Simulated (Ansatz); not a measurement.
YSi$_{2}$Ru$_{2}$:
```cif
data_Ru4Si4Y2
_chemical_formula_sum 'Y2 Si4 Ru4'
_space_group_name_H-M_alt 'I4/mmm'
_space_group_IT_number 139
_space_group_name_Hall '-I 4 2'
_cell_length_a 4.16544
_cell_length_b 4.16544
_cell_length_c 9.53734
_cell_angle_alpha 90.000
_cell_angle_beta 90.000
_cell_angle_gamma 90.000
loop_
_atom_site_label
_atom_site_type_symbol
_atom_site_symmetry_multiplicity
_atom_site_Wyckoff_symbol
_atom_site_fract_x
_atom_site_fract_y
_atom_site_fract_z
_atom_site_occupancy
Y1 Y 2 a 0.00000 0.00000 0.00000 1
Si1 Si 4 e 0.00000 0.00000 0.36691 1
Ru1 Ru 4 d 0.00000 0.50000 0.25000 1
```
(The calculation used a cell of 5 atoms; values per cell refer to that cell.)

Relaxed with r²SCAN.

Q: Which orbitals make up the states near the Fermi level in the program Ansatz at the r²SCAN level (PAW)?

A: Within 0.5 eV of the Fermi level: Ru 4d 50 %, Y 4d 24 %, Si 3p 15 %. Projections are on Löwdin-orthogonalised atomic valence shells; empty p or d shells of many metals are not among them.

Q: Tabulate the density of states.

A: States/eV per cell of 5 atoms, in 0.25 eV bins, energy from the Fermi level.

```csv
E (eV),total,Ru 4d,Y 4d,Si 3p
-7.85,1.75,0.38,0.15,0.19
-7.60,1.90,0.51,0.13,0.18
-7.35,1.09,0.27,0.06,0.11
-7.10,0.71,0.18,0.02,0.06
-6.85,0.02,0.00,0.00,0.00
-6.60,0.00,0.00,0.00,0.00
-6.35,0.00,0.00,0.00,0.00
-6.10,0.00,0.00,0.00,0.00
-5.85,0.07,0.03,0.01,0.03
-5.60,1.35,0.53,0.07,0.56
-5.35,2.87,1.07,0.15,1.21
-5.10,3.02,1.07,0.15,1.29
-4.85,2.22,0.82,0.11,0.92
-4.60,2.98,1.41,0.14,1.10
-4.35,3.24,1.69,0.17,1.14
-4.10,3.76,2.16,0.22,1.23
-3.85,3.58,2.00,0.21,1.21
-3.60,3.78,2.28,0.30,1.00
-3.35,6.73,3.98,0.51,1.86
-3.10,7.23,4.57,0.42,1.75
-2.85,5.33,3.56,0.30,1.06
-2.60,2.05,1.26,0.11,0.50
-2.35,3.92,2.71,0.20,0.72
-2.10,5.24,3.76,0.33,0.79
-1.85,5.13,3.67,0.38,0.77
-1.60,6.19,4.79,0.46,0.63
-1.35,5.51,4.30,0.39,0.54
-1.10,4.54,3.43,0.31,0.55
-0.85,5.35,4.25,0.29,0.55
-0.60,2.66,1.89,0.27,0.34
-0.35,2.78,1.68,0.50,0.39
-0.10,2.63,1.26,0.67,0.40
0.15,1.93,0.81,0.55,0.32
0.40,1.61,0.62,0.48,0.26
0.65,1.43,0.54,0.42,0.24
0.90,1.39,0.51,0.40,0.24
1.15,2.00,0.76,0.67,0.34
1.40,1.41,0.56,0.46,0.22
1.65,2.76,1.42,0.77,0.38
1.90,2.78,1.41,0.68,0.48
2.15,4.26,2.32,0.94,0.67
2.40,2.68,1.05,0.91,0.44
2.65,2.16,0.63,0.96,0.33
2.90,2.03,0.42,1.19,0.23
3.15,1.62,0.28,0.98,0.18
3.40,1.62,0.21,0.99,0.18
3.65,3.22,0.34,1.93,0.29
3.90,3.61,0.30,2.21,0.30
4.15,3.23,0.25,2.00,0.30
4.40,3.60,0.31,2.13,0.41
4.65,4.06,0.35,2.40,0.56
```

The first step of the workflow began from a Materials Project structure, measured or hypothetical; the Crystallography Open Database files this formula in space group No. 139, but the cells were not matched. Whether it is the stable phase at ambient conditions was not checked. The r²SCAN relaxation kept the symmetry of its start; whether a distortion lowers the energy is not shown. No spin polarisation was allowed. Spin–orbit coupling is left out wherever it is not named.

Potentials: the later of the program's two PAW sets.
